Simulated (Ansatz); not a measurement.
KMgH3: energy along a strain

KMgH3, Pm-3m, a = 4.025 Å (as given, not relaxed at this level: -0.9 GPa). The structure is a COD entry; whether it is the stable form wasn't checked. Ansatz: r2SCAN, PAW, 500 eV, Γ-centred 6×6×6 mesh on 5 atoms, Gaussian smearing 0.05 eV; no spin polarisation. Cell vectors (Å): 4.025 0.000 0.000; 0.000 4.025 0.000; 0.000 0.000 4.025. The cell is strained by x per cent times the pattern (0 0 0 0 0 1) in the order xx yy zz yz xz xy (engineering shears), with fractional coordinates held. y is the free energy over the start, V0 = 13.042 Å³/atom. Symmetry makes y even in x. Points with a strain past 8.5 % were computed too (2) and aren't used here.

```
x (%) y (meV/atom)
-5.00          4.09
 0.00          0.00
 1.25          0.26
 2.50          1.02
 3.75          2.30
 6.25          6.40
 7.50             ?
```

Fit y = c2 x² + c4 x⁴ to the other rows, get the stiffness along the pattern, and predict the missing energy.

Least squares on the rows shown. y = 0.1633 x² + 1.359×10⁻⁵ x⁴. The clamped-ion stiffness p·C·p = 2 × 1.633 eV × 160.2 / 13.042 Å³ = 40 GPa, which is C66 in these axes (C44 of the cubic crystal) (second derivative at the start, which stands under stress). At x = 7.50 the fit asked for gives 9.23 meV/atom. The run gave 9.24 meV/atom, so the fit is 0.01 meV/atom too low, a small miss on the scale of the series.